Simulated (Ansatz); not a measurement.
Relaxation of a relaxed Ta2Si cell, doubled along one cell vector, shaken by Gaussian noise of σ = 0.08 Å a coordinate; 12 atoms in the cell, which starts as P1 (No. 1), aP12; a = 3.359 Å, b = 5.335 Å, c = 12.344 Å, α = β = γ = 90.00°. Level of theory: r2SCAN (plane waves to 500 eV, PAW, scalar-relativistic; Ansatz, a program for electronic structure). Γ-centred k-mesh 5×2×7 on the run's cell (coarser than for final values), Fermi–Dirac smearing 0.05 eV. This is the first round of the run. 

The optimiser's lines from the output (shortened; P is positive under compression):

```
relax step   1: F+E_penalty+E_count = -82106.29622627 eV  Δ(F+E_penalty+E_count) = +0.000e0 eV  max|allowed force component| = 2.920e0 eV/Å  Δτ_max = 0.0000 Å  P = +1.958 GPa  Ω = 221.199 Å³  (9 SCF iters, dr2 threshold 1.00e-7 eV, accepted)
relax step   2: F+E_penalty+E_count = -82107.27742823 eV  Δ(F+E_penalty+E_count) = -9.812e-1 eV  max|allowed force component| = 8.790e-1 eV/Å  Δτ_max = 0.1948 Å  P = +3.192 GPa  Ω = 217.469 Å³  (9 SCF iters, dr2 threshold 1.20e-6 eV, accepted)
relax step   3: F+E_penalty+E_count = -82107.51256489 eV  Δ(F+E_penalty+E_count) = -2.351e-1 eV  max|allowed force component| = 1.930e-1 eV/Å  Δτ_max = 0.2000 Å  P = +0.775 GPa  Ω = 219.796 Å³  (8 SCF iters, dr2 threshold 1.20e-6 eV, accepted)
relax step   4: F+E_penalty+E_count = -82107.72980221 eV  Δ(F+E_penalty+E_count) = -2.172e-1 eV  max|allowed force component| = 8.633e-1 eV/Å  Δτ_max = 0.1953 Å  P = -0.029 GPa  Ω = 220.353 Å³  (9 SCF iters, dr2 threshold 1.20e-6 eV, accepted)
relax step   5: F+E_penalty+E_count = -82108.30380162 eV  Δ(F+E_penalty+E_count) = -5.740e-1 eV  max|allowed force component| = 1.297e0 eV/Å  Δτ_max = 0.1955 Å  P = +0.590 GPa  Ω = 217.153 Å³  (9 SCF iters, dr2 threshold 1.20e-6 eV, accepted)
relax step   6: F+E_penalty+E_count = -82109.44157513 eV  Δ(F+E_penalty+E_count) = -1.138e0 eV  max|allowed force component| = 2.186e0 eV/Å  Δτ_max = 0.2000 Å  P = +1.229 GPa  Ω = 213.061 Å³  (9 SCF iters, dr2 threshold 1.20e-6 eV, accepted)
relax step   7: F+E_penalty+E_count = -82110.60596162 eV  Δ(F+E_penalty+E_count) = -1.164e0 eV  max|allowed force component| = 1.945e0 eV/Å  Δτ_max = 0.1974 Å  P = +1.387 GPa  Ω = 209.969 Å³  (8 SCF iters, dr2 threshold 1.20e-6 eV, accepted)
relax step   8: F+E_penalty+E_count = -82111.72266672 eV  Δ(F+E_penalty+E_count) = -1.117e0 eV  max|allowed force component| = 1.215e0 eV/Å  Δτ_max = 0.1950 Å  P = +1.322 GPa  Ω = 206.682 Å³  (8 SCF iters, dr2 threshold 1.20e-6 eV, accepted)
relax step   9: F+E_penalty+E_count = -82112.87577737 eV  Δ(F+E_penalty+E_count) = -1.153e0 eV  max|allowed force component| = 7.906e-1 eV/Å  Δτ_max = 0.1805 Å  P = -1.143 GPa  Ω = 205.026 Å³  (8 SCF iters, dr2 threshold 1.20e-6 eV, accepted)
relax step  10: F+E_penalty+E_count = -82113.40547625 eV  Δ(F+E_penalty+E_count) = -5.297e-1 eV  max|allowed force component| = 8.804e-1 eV/Å  Δτ_max = 0.1811 Å  P = +1.627 GPa  Ω = 198.511 Å³  (8 SCF iters, dr2 threshold 1.20e-6 eV, accepted)
relax step  11: F+E_penalty+E_count = -82113.24830924 eV  Δ(F+E_penalty+E_count) = +1.572e-1 eV  max|allowed force component| = 1.713e0 eV/Å  Δτ_max = 0.1943 Å  P = +3.052 GPa  Ω = 195.960 Å³  (8 SCF iters, dr2 threshold 1.20e-6 eV, rejected (line search))
relax step  12: F+E_penalty+E_count = -82113.83414627 eV  Δ(F+E_penalty+E_count) = -4.287e-1 eV  max|allowed force component| = 4.131e-1 eV/Å  Δτ_max = 0.0945 Å  P = -0.463 GPa  Ω = 199.068 Å³  (13 SCF iters, accepted)
relax step  13: F+E_penalty+E_count = -82114.05103855 eV  Δ(F+E_penalty+E_count) = -2.169e-1 eV  max|allowed force component| = 3.689e-1 eV/Å  Δτ_max = 0.1000 Å  P = -0.943 GPa  Ω = 198.473 Å³  (7 SCF iters, dr2 threshold 1.20e-6 eV, accepted)
relax step  14: F+E_penalty+E_count = -82114.40575647 eV  Δ(F+E_penalty+E_count) = -3.547e-1 eV  max|allowed force component| = 3.824e-1 eV/Å  Δτ_max = 0.1463 Å  P = +0.856 GPa  Ω = 195.451 Å³  (8 SCF iters, dr2 threshold 1.20e-6 eV, accepted)
relax step  15: F+E_penalty+E_count = -82114.57431034 eV  Δ(F+E_penalty+E_count) = -1.686e-1 eV  max|allowed force component| = 4.956e-1 eV/Å  Δτ_max = 0.1923 Å  P = +1.702 GPa  Ω = 194.428 Å³  (8 SCF iters, dr2 threshold 1.20e-6 eV, accepted)
relax step  16: F+E_penalty+E_count = -82114.63258261 eV  Δ(F+E_penalty+E_count) = -5.827e-2 eV  max|allowed force component| = 3.694e-2 eV/Å  Δτ_max = 0.0314 Å  P = +0.228 GPa  Ω = 195.541 Å³  (6 SCF iters, dr2 threshold 1.20e-6 eV, accepted)
relax step  17: F+E_penalty+E_count = -82114.63382009 eV  Δ(F+E_penalty+E_count) = -1.237e-3 eV  max|allowed force component| = 1.295e-2 eV/Å  Δτ_max = 0.0055 Å  P = -0.054 GPa  Ω = 195.825 Å³  (5 SCF iters, dr2 threshold 5.92e-7 eV, accepted)
relax step  18: F+E_penalty+E_count = -82114.63397304 eV  Δ(F+E_penalty+E_count) = -1.530e-4 eV  max|allowed force component| = 9.877e-3 eV/Å  Δτ_max = 0.0017 Å  P = -0.034 GPa  Ω = 195.807 Å³  (5 SCF iters, dr2 threshold 9.61e-8 eV, accepted)
relax step  19: F+E_penalty+E_count = -82114.63400561 eV  Δ(F+E_penalty+E_count) = -3.257e-5 eV  max|allowed force component| = 3.078e-3 eV/Å  Δτ_max = 0.0008 Å  P = +0.020 GPa  Ω = 195.750 Å³  (5 SCF iters, dr2 threshold 9.61e-9 eV, accepted)
relax step  20: F+E_penalty+E_count = -82114.63400319 eV  Δ(F+E_penalty+E_count) = +2.420e-6 eV  max|allowed force component| = 2.667e-4 eV/Å  Δτ_max = 0.0003 Å  P = -0.000 GPa  Ω = 195.770 Å³  (4 SCF iters, dr2 threshold 1.95e-9 eV, accepted)
relax step  21: F+E_penalty+E_count = -82114.63312305 eV  Δ(F+E_penalty+E_count) = +8.801e-4 eV  max|allowed force component| = 5.858e-4 eV/Å  Δτ_max = 0.0000 Å  P = +0.028 GPa  Ω = 195.770 Å³  stress off target by 9.51e-2 GPa  SCF on the basis re-selected at this cell (its energy is not comparable with the rows above)  (7 SCF iters)
relax step  22: F+E_penalty+E_count = -82114.63313834 eV  Δ(F+E_penalty+E_count) = -1.529e-5 eV  max|allowed force component| = 1.960e-3 eV/Å  Δτ_max = 0.0002 Å  P = -0.001 GPa  Ω = 195.796 Å³  (4 SCF iters, dr2 threshold 2.26e-8 eV, accepted)
relax step  23: F+E_penalty+E_count = -82114.63314743 eV  Δ(F+E_penalty+E_count) = -9.092e-6 eV  max|allowed force component| = 1.952e-3 eV/Å  Δτ_max = 0.0000 Å  P = -0.001 GPa  Ω = 195.796 Å³  stress off target by 8.89e-3 GPa  SCF on the basis re-selected at this cell (its energy is not comparable with the rows above)  (6 SCF iters)
```

From the first to the last row the energy changes by -0.69 eV/atom and the volume by -11.5 %. The last row is marked as not comparable with the walk above it, whose basis was carried along; it does compare with step 1, since both stand on a basis selected at the nominal cutoff for their own cell.

Step 11 was rejected by the optimiser.

Later rounds, restarted from the end of this one on a renewed k-mesh, logged 4 more steps and released under 0.01 eV/atom more. The final structure after all rounds: Cmcm (No. 63), oS12; a = 3.4373 Å, b = 12.8177 Å, c = 4.4413 Å, α = 90.00°, β = 90.00°, γ = 90.00°. Between re-selections the logged energies stand on a plane-wave basis carried along with the cell. No spin polarisation in the result.

The relaxed structure here is a generated cell of Ta2Si: the first start was made by placing the elements on the sites of a structure type, and the end was not matched to a known phase here, so it may be hypothetical.
